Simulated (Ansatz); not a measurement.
Space group I-4 (No. 82). a = 5.374 Å, b = 5.374 Å, c = 10.754 Å, α = 90.00°, β = 90.00°, γ = 90.00°
```
atom site symmetry x y z
  Zn    2d      -4..  0.5000  0.0000  0.2500
  Cu    2a      -4..  0.0000  0.0000  0.0000
  Cu    2c      -4..  0.0000  0.5000  0.2500
  Sn    2b      -4..  0.5000  0.5000  0.0000
   S    8g         1  0.7686  0.2405  0.1299
```

Equation of state of this ZnCu2SnS4 structure (not necessarily the ground state), with shape and atoms relaxed at each volume where symmetry leaves them free. Method: DFT PBEsol, scalar-relativistic, plane waves, PAW (Ansatz).

Plane waves to 420 eV, a k mesh through Γ of 10×10×10 on the computed 8-atom cell and Gaussian smearing (0.01 eV); no spin polarisation.

```tsv
V (Å³/atom)	E − E(largest V) (meV/atom)	P (GPa)	gap on mesh (eV)
18.246	3.93	5.73	0.28
18.828	-11.06	2.61	0.19
19.411	-15.64	-0.01	0.11
19.993	-11.48	-2.21	0.03
20.575	0.00	-4.05	0.04
```

Task: Fit a third-order Birch–Murnaghan equation to E(V).

Result: V0 = 19.41 Å³/atom, B0 = 80 GPa, B0' = 4.9.

Cost: 5 runs of about 34 core-minutes in all, on Intel Xeon Platinum 8488C (Sapphire Rapids) (shared hosts).